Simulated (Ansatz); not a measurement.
Level of theory: Ansatz, DFT PBEsol, scalar-relativistic, plane waves, PAW.

Structure of Ti$_{3}$Sn:

```
Ti Sn
1.0
     5.83933    0.00000    0.00000
    -2.91967    5.05701    0.00000
     0.00000    0.00000    4.70034
Ti Sn
6 2
Direct
  0.16416 0.32833 0.75000
  0.67167 0.83584 0.75000
  0.16416 0.83584 0.75000
  0.83584 0.67167 0.25000
  0.32833 0.16416 0.25000
  0.83584 0.16416 0.25000
  0.66667 0.33333 0.75000
  0.33333 0.66667 0.25000
```

Settings: cutoff 420 eV, Γ-centred mesh 6×6×8 on the computed 8-atom cell, Gaussian smearing of 0.10 eV; no spin polarisation.

Levels along Γ–M–K–Γ–A–L–H–A | L–M | H–K, in eV from the Fermi level, sorted by energy at each point. Points in fractions of the primitive reciprocal vectors: Γ (0.000 0.000 0.000), M (0.500 0.000 0.000), K (0.333 0.333 0.000), A (0.000 0.000 0.500), L (0.500 0.000 0.500), H (0.333 0.333 0.500).
```csv
point,"k (1/Å, with 2π)",band 49,band 50,band 51,band 52,band 53,band 54,band 55
Γ,0.000,-0.94,-0.49,0.38,0.45,0.45,0.49,0.49
-,0.089,-0.85,-0.50,0.38,0.45,0.47,0.48,0.50
-,0.177,-0.59,-0.52,0.38,0.45,0.47,0.52,0.54
-,0.266,-0.55,-0.33,0.37,0.44,0.44,0.55,0.65
-,0.355,-0.58,-0.10,0.36,0.42,0.43,0.59,0.78
-,0.444,-0.62,0.10,0.34,0.39,0.41,0.62,0.94
-,0.532,-0.62,0.24,0.34,0.36,0.42,0.65,1.07
M,0.621,-0.56,0.30,0.33,0.33,0.44,0.66,1.03
-,0.672,-0.55,0.31,0.32,0.36,0.43,0.66,1.00
-,0.724,-0.52,0.30,0.31,0.39,0.40,0.66,0.94
-,0.775,-0.47,0.30,0.31,0.34,0.42,0.66,0.86
-,0.826,-0.41,0.26,0.30,0.31,0.47,0.65,0.77
-,0.877,-0.34,0.17,0.30,0.31,0.51,0.64,0.68
-,0.929,-0.26,0.08,0.31,0.31,0.55,0.60,0.61
K,0.980,-0.24,0.04,0.31,0.31,0.56,0.58,0.58
-,1.082,-0.33,0.16,0.29,0.32,0.52,0.63,0.71
-,1.185,-0.57,0.20,0.32,0.33,0.46,0.63,0.97
-,1.287,-0.61,0.03,0.35,0.42,0.44,0.60,0.83
-,1.390,-0.56,-0.22,0.36,0.44,0.45,0.56,0.69
-,1.492,-0.53,-0.51,0.37,0.45,0.46,0.53,0.56
-,1.595,-0.81,-0.51,0.38,0.45,0.48,0.48,0.50
Γ,1.697,-0.94,-0.49,0.38,0.45,0.45,0.49,0.49
-,1.793,-0.89,-0.48,0.41,0.43,0.43,0.49,0.49
-,1.888,-0.78,-0.42,0.36,0.36,0.48,0.48,0.49
-,1.984,-0.67,-0.33,0.27,0.27,0.42,0.42,0.63
-,2.079,-0.58,-0.27,0.16,0.16,0.28,0.28,0.82
-,2.175,-0.52,-0.32,0.04,0.04,0.06,0.06,1.06
-,2.270,-0.47,-0.41,-0.13,-0.13,-0.08,-0.08,1.34
A,2.366,-0.45,-0.45,-0.16,-0.16,-0.16,-0.16,1.53
-,2.454,-0.45,-0.45,-0.16,-0.16,-0.13,-0.13,1.50
-,2.543,-0.43,-0.43,-0.15,-0.15,-0.05,-0.05,1.45
-,2.632,-0.39,-0.39,-0.13,-0.13,0.06,0.06,1.40
-,2.721,-0.35,-0.35,-0.09,-0.09,0.17,0.17,1.36
-,2.809,-0.32,-0.32,-0.03,-0.03,0.27,0.27,1.34
-,2.898,-0.30,-0.30,0.03,0.03,0.34,0.34,1.33
L,2.987,-0.29,-0.29,0.05,0.05,0.37,0.37,1.34
-,3.038,-0.30,-0.30,0.07,0.07,0.36,0.36,1.28
-,3.089,-0.31,-0.31,0.13,0.13,0.36,0.36,1.19
-,3.141,-0.33,-0.33,0.20,0.20,0.35,0.35,1.07
-,3.192,-0.34,-0.34,0.29,0.29,0.35,0.35,0.96
-,3.243,-0.34,-0.34,0.34,0.34,0.40,0.40,0.85
-,3.294,-0.34,-0.34,0.33,0.33,0.49,0.49,0.75
H,3.345,-0.34,-0.34,0.33,0.33,0.54,0.54,0.70
-,3.448,-0.35,-0.35,0.33,0.33,0.41,0.41,0.83
-,3.550,-0.40,-0.40,0.23,0.23,0.31,0.31,0.99
-,3.653,-0.40,-0.40,0.06,0.06,0.23,0.23,1.14
-,3.755,-0.39,-0.39,-0.09,-0.09,0.12,0.12,1.28
-,3.858,-0.42,-0.42,-0.15,-0.15,-0.01,-0.01,1.39
-,3.960,-0.45,-0.45,-0.16,-0.16,-0.12,-0.12,1.49
A,4.063,-0.45,-0.45,-0.16,-0.16,-0.16,-0.16,1.53
L,4.063,-0.29,-0.29,0.05,0.05,0.37,0.37,1.34
-,4.158,-0.33,-0.23,0.05,0.09,0.38,0.42,1.19
-,4.254,-0.35,-0.17,0.08,0.16,0.48,0.53,1.05
-,4.349,-0.39,-0.10,0.16,0.23,0.64,0.66,0.98
-,4.445,-0.46,-0.01,0.29,0.31,0.63,0.77,0.89
-,4.540,-0.54,0.11,0.32,0.48,0.49,0.61,1.03
-,4.636,-0.55,0.25,0.33,0.36,0.50,0.61,1.04
M,4.731,-0.56,0.30,0.33,0.33,0.44,0.66,1.03
H,4.731,-0.34,-0.34,0.33,0.33,0.54,0.54,0.70
-,4.827,-0.27,-0.27,0.17,0.28,0.49,0.69,0.69
-,4.922,-0.14,-0.14,-0.10,0.22,0.57,0.67,0.67
-,5.018,-0.35,0.01,0.01,0.16,0.62,0.65,0.65
-,5.113,-0.31,0.11,0.16,0.16,0.61,0.61,0.64
-,5.209,-0.26,0.07,0.32,0.32,0.50,0.50,0.61
-,5.304,-0.24,0.04,0.35,0.35,0.51,0.51,0.58
K,5.400,-0.24,0.04,0.31,0.31,0.56,0.58,0.58
```

Cost: 1 run of about 1.5 core-minutes, on Intel Xeon Platinum 8559C (Emerald Rapids) (shared hosts).